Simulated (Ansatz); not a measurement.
**SiPb: relaxation of cell and atoms**

All numbers below come from DFT, PBE, PAW with Ansatz's default frozen-core files, scalar-relativistic in Ansatz 0.2.0.

Command: `ansatz run input.yaml --threads 1 --pin off --max-ram 2048MiB --backend cpu --events-out ev --progress --plain --runs-dir out` The run took 4.2 s on 1 thread of AMD EPYC 9R45 96-Core Processor (Zen 5) (shared host), peak memory 0.44 GiB.

```yaml
crystal:
  lattice:
    - [0.0, 3.2195088072, 3.2195088072]
    - [3.2195088072, 0.0, 3.2195088072]
    - [3.2195088072, 3.2195088072, 0.0]
  atoms:
    - { symbol: Pb, position: [0.0, 0.0, 0.0] }
    - { symbol: Si, position: [0.25, 0.25, 0.25] }
kpoints:
  mp_grid: { grid: [9, 9, 9] }
scf:
  occupations: { method: fermi_dirac, width: 0.03 }
hamiltonian:
  xc: pbe
  pseudopotentials: { kind: paw }
output:
  forces: true
  stress: true
relax:
  f_tol: 0.005
  max_steps: 80
  cell: {}
```

No spin–orbit coupling, which matters for the heavy atoms here.

The cell is built from the zincblende type as a first guess.

The cutoff is 420 eV; energies and pressures of the walk include the program's estimate of the Pulay term.

Each frame lists the cell vectors (Å), then Cartesian positions (Å); symmetry keeps all forces zero. Free energies count from the first step, -12541.2820 eV.

The walk took 5 evaluations in all; steps that aren't listed are left out.

Step 1: E = 0.0 meV, P = -2.45 GPa

```
cell 0.0000 3.2195 3.2195 3.2195 0.0000 3.2195 3.2195 3.2195 0.0000
Pb    0.0000    0.0000    0.0000
Si    1.6098    1.6098    1.6098
```

Step 2: E = -35.6 meV, P = 0.69 GPa

```
cell 0.0000 3.1268 3.1268 3.1268 0.0000 3.1268 3.1268 3.1268 0.0000
Pb    0.0000    0.0000    0.0000
Si    1.5634    1.5634    1.5634
```

Question: How does the relaxation end?

Answer: It converges, with a = 6.288 Å, b = 6.288 Å, c = 6.288 Å, α = 90.00°, β = 90.00°, γ = 90.00° (conventional cell, space group F-43m). The last solve (on a basis chosen afresh for the final cell, so its energy is not quite comparable) gives E = -37.3 meV, P = -0.01 GPa:
```
cell 0.0000 3.1442 3.1442 3.1442 0.0000 3.1442 3.1442 3.1442 0.0000
Pb    0.0000    0.0000    0.0000
Si    1.5721    1.5721    1.5721
```
